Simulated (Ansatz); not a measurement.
The elements of this relaxed trial crystal are hidden behind letters.

```
lattice vectors (Å)
   5.9254    0.0000    0.0000
   0.0000    5.9254    0.0000
   0.0000    0.0000    4.6753
fractional positions
X 0.0000 0.0000 0.5000
Z 0.0000 0.5000 0.5000
Z 0.5000 0.0000 0.5000
Q 0.0000 0.0000 0.0000
Q 0.5000 0.5000 0.0000
```

The calculation used DFT PBE, scalar-relativistic, plane waves, PAW in Ansatz 0.2.0. Settings of the last relaxation (5-atom cell): 420 eV, 6×6×8 k points, Gaussian smearing of 0.10 eV, no spin polarisation.

| Item | Value |
| --- | --- |
| Space group | P4/mmm (No. 123) |
| Conventional cell | a = 5.925 Å, c = 4.675 Å |
| Volume per atom | 32.83 Å³ |
| Density | 5.98 g/cm³ |
| Energy over the elements | +0.05 eV/atom |
| Gap on the 6×6×8 mesh of the 5-atom cell | 0 eV (a metal) |

Energies are uncorrected and count from the elements' standard states at the same level.

Problem. X is an s-block element of period 3, Z is a p-block element of period 6 and Q is a p-block element of period 4. Which elements are they?

Solution. X = Mg, Z = Tl, Q = Se, so the formula is MgTl2Se2. Density times volume gives a mean mass of 5.98 × 32.83/1.6605 = 118.2 u per atom, and this set has 118.2 u. Mg has 2 Se at 2.34 Å and 4 Tl at 2.96 Å; Tl has 2 Mg at 2.96 Å and 8 Se at 3.77 Å; Se on its first site has 2 Mg at 2.34 Å, 8 Tl at 3.77 Å and 4 Se at 4.19 Å; 1 more site not described. Other sets within the hints have nearly the same mass, so mass alone doesn't settle it; this one was computed.

These runs have no spin–orbit coupling, which can matter for Tl. A structure relaxed within its symmetry needn't be a true minimum.
